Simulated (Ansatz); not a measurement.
An element in the bcc structure gives these cold pressures by all-electron LAPW under PBEsol (Ansatz 0.2.0, scalar-relativistic, no spin polarisation).

| V (Å³/atom) | P (GPa) |
| --- | --- |
| 15.33 | 0.01 |
| 14.41 | 19.69 |
| 13.49 | 46.4 |
| 12.27 | 97.7 |
| 11.04 | 177.4 |
| 9.81 | 301.2 |
| 8.43 | 532.8 |
| 6.90 | 1023 |

Problem. Which element is it?

Solution. Mo. Its zero-pressure volume in this structure is near 15.3 Å³/atom; the volume and the steepness of P(V) together point to it, though neighbours can come close. Neighbours weren't tried against these numbers.
